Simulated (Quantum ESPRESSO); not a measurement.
## Ta3Mg2Al2Hf (one run as intended and one with a planted mistake)

Computed values, not a measurement. The program is pw.x of Quantum ESPRESSO 7.5 (plane-wave density functional theory). The cell is made up: eight metal atoms on a face-centred cubic lattice, with elements, volume, strain and displacements drawn at random and not relaxed, so it may be unstable or far from any real phase. PseudoDojo standard norm-conserving files set the functional (PBE unless stated); there is no spin polarisation or spin-orbit coupling, the Fermi-Dirac width of 0.25 eV means electrons at about 2900 K, and the masses in the input are unused placeholders. Heavy elements are run without spin-orbit coupling, which real alloys of them have. A spin test at this wide smearing found no moment, but such smearing suppresses magnetism that the real alloy may have.

Intended input:

```
&control calculation='scf', pseudo_dir='./dojo.nc.sr.pbe.v0_5.standard.upf', outdir='./o', disk_io='medium', tprnfor=.true., tstress=.true. /
&system ibrav=0, nat=8, ntyp=4, nbnd=52, ecutwfc=84.00895049, nosym=.true., tot_charge=0,
 occupations='smearing', smearing='fd', degauss=0.0183746611
/
&electrons conv_thr=1.470e-08, electron_maxstep=70, mixing_beta=0.5 /
ATOMIC_SPECIES
Al 1.0 Al.upf
Hf 1.0 Hf.upf
Mg 1.0 Mg.upf
Ta 1.0 Ta.upf
CELL_PARAMETERS angstrom
2.1403 4.2199 2.1771
2.1181 -4.18 2.1194
4.2055 -0.0177 -4.2437
ATOMIC_POSITIONS angstrom
Ta -0.0989 0.0475 -0.0622
Mg 2.1885 0.0104 -2.2714
Ta 2.0859 -2.1255 0.0538
Al 4.1317 -2.3372 -2.1579
Hf 2.1067 2.1133 0.0059
Mg 4.2803 2.0955 -2.1999
Al 2.2173 0.1068 2.305
Ta 4.0854 0.1621 0.1194
K_POINTS automatic
5 5 4 1 1 1
```

The log is shortened where brackets say so; the opening notice, blank lines, dates and the lines on written files are dropped, and the path of the files is cut. It prints rydbergs, bohrs and kilobars, and counts compression as positive stress. Its total energy is the free energy E - TS of the whole cell.

Log of the intended run:

```
     Program PWSCF v.7.5
     Parallel version (MPI & OpenMP), running on       1 processor cores
     Number of MPI processes:                 1
     Threads/MPI process:                     1
     [start-up lines left out]
     bravais-lattice index     =            0
     lattice parameter (alat)  =       9.8426  a.u.
     unit-cell volume          =    1024.2583 (a.u.)^3
     number of atoms/cell      =            8
     number of atomic types    =            4
     number of electrons       =        77.00
     number of Kohn-Sham states=           52
     kinetic-energy cutoff     =      84.0090  Ry
     charge density cutoff     =     336.0358  Ry
     scf convergence threshold =      1.5E-08
     mixing beta               =       0.5000
     number of iterations used =            8  plain     mixing
     Exchange-correlation= PBE
                           (   1   4   3   4   0   0   0)
     [axes and pseudopotential details left out]
   Cartesian axes
     site n.     atom                  positions (alat units)
         1        Ta     tau(   1) = (  -0.0189883   0.0091198  -0.0119421  )
         2        Mg     tau(   2) = (   0.4201806   0.0019967  -0.4360970  )
         3        Ta     tau(   3) = (   0.4004820  -0.4080850   0.0103293  )
         4        Al     tau(   4) = (   0.7932649  -0.4487303  -0.4143056  )
         5        Hf     tau(   5) = (   0.4044755   0.4057426   0.0011328  )
         6        Mg     tau(   6) = (   0.8217954   0.4023251  -0.4223694  )
         7        Al     tau(   7) = (   0.4257101   0.0205050   0.4425480  )
         8        Ta     tau(   8) = (   0.7843756   0.0311224   0.0229242  )
     number of k points=    50  Fermi-Dirac smearing, width (Ry)=  0.0184
                       cart. coord. in units 2pi/alat
        k(    1) = (   0.1997215  -0.0008336   0.0445093), wk =   0.0400000
        k(    2) = (   0.3545207  -0.0001888  -0.1089232), wk =   0.0400000
     [further k points left out]
     Dense  grid:   106573 G-vectors     FFT dimensions: (  60,  60,  72)
     Estimated max dynamical RAM per process >     176.05 MB
     Initial potential from superposition of free atoms
     starting charge      76.9889, renormalised to      77.0000
     Starting wfcs are   58 randomized atomic wfcs
     total cpu time spent up to now is       26.2 secs
     per-process dynamical memory:   106.9 Mb
     Self-consistent Calculation
     iteration #  1     ecut=    84.01 Ry     beta= 0.50
     Davidson diagonalization with overlap
     ethr =  1.00E-02,  avg # of iterations =  3.2
     Threshold (ethr) on eigenvalues was too large:
     Diagonalizing with lowered threshold
     Davidson diagonalization with overlap
     ethr =  3.61E-04,  avg # of iterations =  4.9
     total cpu time spent up to now is      161.2 secs
     total energy              =    -750.15777131 Ry
     estimated scf accuracy    <       0.27800945 Ry
     iteration #  2     ecut=    84.01 Ry     beta= 0.50
     Davidson diagonalization with overlap
     ethr =  3.61E-04,  avg # of iterations =  3.2
     total cpu time spent up to now is      231.0 secs
     total energy              =    -750.15986418 Ry
     estimated scf accuracy    <       0.32739102 Ry
     [iterations 3 to 10 left out]
     iteration # 11     ecut=    84.01 Ry     beta= 0.50
     Davidson diagonalization with overlap
     ethr =  6.42E-10,  avg # of iterations =  3.6
     total cpu time spent up to now is      798.5 secs
     total energy              =    -750.22917935 Ry
     estimated scf accuracy    <       0.00000007 Ry
     iteration # 12     ecut=    84.01 Ry     beta= 0.50
     Davidson diagonalization with overlap
     ethr =  8.76E-11,  avg # of iterations =  2.4
     total cpu time spent up to now is      868.2 secs
     End of self-consistent calculation
     [lines on levels left out]
!    total energy              =    -750.22917936 Ry
     estimated scf accuracy    <       0.00000001 Ry
     smearing contrib. (-TS)   =      -0.09086121 Ry
     internal energy E=F+TS    =    -750.13831815 Ry
     The total energy is F=E-TS. E is the sum of the following terms:
     one-electron contribution =    -315.94477309 Ry
     hartree contribution      =     173.55994789 Ry
     xc contribution           =    -153.31430460 Ry
     ewald contribution        =    -454.43918835 Ry
     convergence has been achieved in  12 iterations
     Forces acting on atoms (cartesian axes, Ry/au):
     atom    1 type  4   force =     0.07759367   -0.02117399   -0.01079566
     atom    2 type  3   force =    -0.01879118   -0.01524099    0.04234800
     atom    3 type  4   force =    -0.01122426    0.03139429    0.00243979
     atom    4 type  1   force =     0.00327953    0.06042058    0.00195010
     atom    5 type  2   force =    -0.00994195    0.01585860   -0.00637515
     atom    6 type  3   force =    -0.02593179   -0.00163107    0.01441104
     atom    7 type  1   force =    -0.03371761   -0.01670510   -0.04336964
     atom    8 type  4   force =     0.01873359   -0.05292232   -0.00060848
     Total force =     0.146526     Total SCF correction =     0.000282
     Computing stress (Cartesian axis) and pressure
          total   stress  (Ry/bohr**3)                   (kbar)     P=        5.34
   0.00007655  -0.00000227  -0.00005607           11.26       -0.33       -8.25
  -0.00000227   0.00004997  -0.00002472           -0.33        7.35       -3.64
  -0.00005607  -0.00002472  -0.00001752           -8.25       -3.64       -2.58
     init_run     :     23.49s CPU     25.94s WALL (       1 calls)
     electrons    :    803.81s CPU    842.00s WALL (       1 calls)
     forces       :      9.66s CPU      9.78s WALL (       1 calls)
     stress       :     45.25s CPU     46.81s WALL (       1 calls)
     [timing details left out]
     PWSCF        :  14m42.65s CPU  15m25.40s WALL
     JOB DONE.
```

A second run has one planted mistake: the cell and the positions are scaled by a wrong factor. The input lines that differ:

```
- 2.1403 4.2199 2.1771
- 2.1181 -4.18 2.1194
- 4.2055 -0.0177 -4.2437
+ 2.1168 4.1735 2.1532
+ 2.0948 -4.134 2.0961
+ 4.1592 -0.0175 -4.197
- Ta -0.0989 0.0475 -0.0622
- Mg 2.1885 0.0104 -2.2714
- Ta 2.0859 -2.1255 0.0538
- Al 4.1317 -2.3372 -2.1579
- Hf 2.1067 2.1133 0.0059
- Mg 4.2803 2.0955 -2.1999
- Al 2.2173 0.1068 2.305
- Ta 4.0854 0.1621 0.1194
+ Ta -0.0978 0.047 -0.0615
+ Mg 2.1644 0.0103 -2.2464
+ Ta 2.063 -2.1021 0.0532
+ Al 4.0863 -2.3115 -2.1342
+ Hf 2.0835 2.0901 0.0058
+ Mg 4.2332 2.0724 -2.1757
+ Al 2.1929 0.1056 2.2796
+ Ta 4.0405 0.1603 0.1181
```

Its log:

```
     Program PWSCF v.7.5
     Parallel version (MPI & OpenMP), running on       1 processor cores
     Number of MPI processes:                 1
     Threads/MPI process:                     1
     [start-up lines left out]
     bravais-lattice index     =            0
     lattice parameter (alat)  =       9.7344  a.u.
     unit-cell volume          =     990.8331 (a.u.)^3
     number of atoms/cell      =            8
     number of atomic types    =            4
     number of electrons       =        77.00
     number of Kohn-Sham states=           52
     kinetic-energy cutoff     =      84.0090  Ry
     charge density cutoff     =     336.0358  Ry
     scf convergence threshold =      1.5E-08
     mixing beta               =       0.5000
     number of iterations used =            8  plain     mixing
     Exchange-correlation= PBE
                           (   1   4   3   4   0   0   0)
     [axes and pseudopotential details left out]
   Cartesian axes
     site n.     atom                  positions (alat units)
         1        Ta     tau(   1) = (  -0.0189857   0.0091240  -0.0119389  )
         2        Mg     tau(   2) = (   0.4201711   0.0019995  -0.4360897  )
         3        Ta     tau(   3) = (   0.4004865  -0.4080770   0.0103276  )
         4        Al     tau(   4) = (   0.7932662  -0.4487274  -0.4143085  )
         5        Hf     tau(   5) = (   0.4044662   0.4057474   0.0011259  )
         6        Mg     tau(   6) = (   0.8217836   0.4023113  -0.4223648  )
         7        Al     tau(   7) = (   0.4257038   0.0204999   0.4425347  )
         8        Ta     tau(   8) = (   0.7843751   0.0311188   0.0229265  )
     number of k points=    50  Fermi-Dirac smearing, width (Ry)=  0.0184
                       cart. coord. in units 2pi/alat
        k(    1) = (   0.1997231  -0.0008348   0.0445076), wk =   0.0400000
        k(    2) = (   0.3545253  -0.0001902  -0.1089273), wk =   0.0400000
     [further k points left out]
     Dense  grid:   103011 G-vectors     FFT dimensions: (  60,  60,  72)
     Estimated max dynamical RAM per process >     171.33 MB
     Initial potential from superposition of free atoms
     starting charge      76.9889, renormalised to      77.0000
     Starting wfcs are   58 randomized atomic wfcs
     total cpu time spent up to now is       29.4 secs
     per-process dynamical memory:    96.0 Mb
     Self-consistent Calculation
     iteration #  1     ecut=    84.01 Ry     beta= 0.50
     Davidson diagonalization with overlap
     ethr =  1.00E-02,  avg # of iterations =  3.3
     Threshold (ethr) on eigenvalues was too large:
     Diagonalizing with lowered threshold
     Davidson diagonalization with overlap
     ethr =  3.71E-04,  avg # of iterations =  4.6
     total cpu time spent up to now is      213.0 secs
     total energy              =    -750.14749356 Ry
     estimated scf accuracy    <       0.28439335 Ry
     iteration #  2     ecut=    84.01 Ry     beta= 0.50
     Davidson diagonalization with overlap
     ethr =  3.69E-04,  avg # of iterations =  3.5
     total cpu time spent up to now is      293.0 secs
     total energy              =    -750.15209012 Ry
     estimated scf accuracy    <       0.34565569 Ry
     [iterations 3 to 10 left out]
     iteration # 11     ecut=    84.01 Ry     beta= 0.50
     Davidson diagonalization with overlap
     ethr =  6.01E-10,  avg # of iterations =  3.2
     total cpu time spent up to now is      857.6 secs
     total energy              =    -750.22362666 Ry
     estimated scf accuracy    <       0.00000006 Ry
     iteration # 12     ecut=    84.01 Ry     beta= 0.50
     Davidson diagonalization with overlap
     ethr =  7.71E-11,  avg # of iterations =  2.8
     total cpu time spent up to now is      928.6 secs
     End of self-consistent calculation
     [lines on levels left out]
!    total energy              =    -750.22362667 Ry
     estimated scf accuracy    <          9.3E-09 Ry
     smearing contrib. (-TS)   =      -0.08795641 Ry
     internal energy E=F+TS    =    -750.13567027 Ry
     The total energy is F=E-TS. E is the sum of the following terms:
     one-electron contribution =    -308.55434605 Ry
     hartree contribution      =     171.43021313 Ry
     xc contribution           =    -153.51777019 Ry
     ewald contribution        =    -459.49376717 Ry
     convergence has been achieved in  12 iterations
     Forces acting on atoms (cartesian axes, Ry/au):
     atom    1 type  4   force =     0.08303128   -0.02599380   -0.00518862
     atom    2 type  3   force =    -0.01923925   -0.01715933    0.04487971
     atom    3 type  4   force =    -0.01060952    0.03795989    0.00246502
     atom    4 type  1   force =     0.00330952    0.06853064    0.00309118
     atom    5 type  2   force =    -0.00956870    0.01751836   -0.00806920
     atom    6 type  3   force =    -0.02847605   -0.00128407    0.01558094
     atom    7 type  1   force =    -0.04105544   -0.01945967   -0.04627349
     atom    8 type  4   force =     0.02260816   -0.06011201   -0.00648553
     Total force =     0.162613     Total SCF correction =     0.000272
     Computing stress (Cartesian axis) and pressure
          total   stress  (Ry/bohr**3)                   (kbar)     P=       44.34
   0.00034131  -0.00000225  -0.00005991           50.21       -0.33       -8.81
  -0.00000225   0.00032094  -0.00003003           -0.33       47.21       -4.42
  -0.00005991  -0.00003003   0.00024197           -8.81       -4.42       35.60
     init_run     :     26.17s CPU     29.20s WALL (       1 calls)
     electrons    :    846.16s CPU    899.23s WALL (       1 calls)
     forces       :     12.31s CPU     12.44s WALL (       1 calls)
     stress       :     45.59s CPU     47.22s WALL (       1 calls)
     [timing details left out]
     PWSCF        :  15m30.67s CPU  16m29.16s WALL
     JOB DONE.
```

|  | intended run | run with the mistake |
| --- | --- | --- |
| free energy (eV) | -10207.388 | -10207.312 |
| entropy term -TS, part of it (eV) | -1.236 | -1.197 |
| pressure (GPa) | 0.53 | 4.43 |
| size of the largest force component (eV/Å) | 1.995 | 2.135 |
| largest change of a force component (eV/Å) |  | 0.209 |
| iterations | 12 | 12 |

For scale, a rerun of the intended cell at a higher cutoff and on a denser mesh moved values by no more than 0.004 eV in energy, 0.02 GPa in stress and 0.005 eV/Å in force, and a second program with other atomic files agreed on that cell to 2 % rms in force and 0.5 GPa in pressure.